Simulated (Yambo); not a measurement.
Material: SrBrOH (space group C2/m, No. 12); a = b = 5.951 Å, c = 7.437 Å, α = β = 105.60°, γ = 42.76° (8 atoms in the cell). The geometry is that of Materials Project entry mp-1080045, symmetrised and not relaxed again.

With norm-conserving LDA (Quantum ESPRESSO, 84 Ry, no spin-orbit coupling), the gap between the mesh's edge points (Γ → Γ) is 3.952 eV.

Problem. By how much does one-shot G0W0 (Yambo; 4×4×2 Γ-centred k mesh, 179 bands and a 6 Ry block in the screening, 179 bands in G with the Bruneval-Gonze terminator, plasmon pole fitted at 27.2 eV) open this gap, and what gap results?

Solution. The correction is 2.406 eV, giving 6.358 eV, 1.6 times the LDA value.  Convergence of the G0W0 settings was not tested. Spin-orbit splittings are left out.

The structure is a Materials Project entry; no match was found in the copy of COD used, and its stability was not checked.
